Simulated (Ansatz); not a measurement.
How much do the gradients of Sr2YBiO6 depend on the method?

Cell: a Materials Project structure (computed, not necessarily an observed phase), taken as it stands.

```cif
data_Sr2YBiO6
_symmetry_space_group_name_H-M 'Pn-3:1'
_symmetry_Int_Tables_number 201
_cell_length_a 8.5477
_cell_length_b 8.5477
_cell_length_c 8.5477
_cell_angle_alpha 90.000
_cell_angle_beta 90.000
_cell_angle_gamma 90.000
loop_
_atom_site_label
_atom_site_type_symbol
_atom_site_symmetry_multiplicity
_atom_site_Wyckoff_symbol
_atom_site_fract_x
_atom_site_fract_y
_atom_site_fract_z
Sr1 Sr 2 a 0.5000 0.5000 0.5000
Sr3 Sr 6 d 0.0000 0.0000 0.5000
Y Y 4 b 0.2500 0.2500 0.2500
Bi Bi 4 c 0.7500 0.7500 0.7500
O O 24 h 0.2147 0.2940 0.5067
```

One atom of each set is listed.

First run. Computed with Ansatz: DFT, PBE, plane waves and PAW, scalar-relativistic, 420 eV cutoff, Γ-centred 3×3×3 k-points, Fermi–Dirac smearing 0.02 eV.

```tsv
site	V_zz (10²¹ V/m²)	η
Sr3	13.81	0.02
Y	-0.97	0.00
Bi	-0.95	0.00
O	8.55	0.23
```

Second run. The same atoms and settings, except that the functional is r2SCAN and the cutoff is 500 eV.

(1) What does the second run give?

## Answers

(1) 

```json
{"site": "Sr3", "V_zz": "14.25", "η": "0.03", "change of V_zz": "+0.44"}
{"site": "Y", "V_zz": "-0.94", "η": "0.00", "change of V_zz": "+0.03"}
{"site": "Bi", "V_zz": "-0.97", "η": "0.00", "change of V_zz": "-0.02"}
{"site": "O", "V_zz": "8.71", "η": "0.24", "change of V_zz": "+0.16"}
```

The largest change of V_zz is on Sr3, from 13.81 to 14.25. In per cent, |V_zz| changes by +3 on Sr, -3 on Y, +2 on Bi, +2 on O (all sites that start above 0.5). Sites without a gradient aren't listed.

Spin–orbit coupling is left out, which shifts gradients on Bi by a few per cent, and by more where contributions nearly cancel.
For the second run: At this cell the principal stresses reach 5 GPa in size with r2SCAN, which can matter for small gradients. The largest force is 0.4 eV/Å, so the atoms aren't at the calculated equilibrium and relaxing them would move these values.
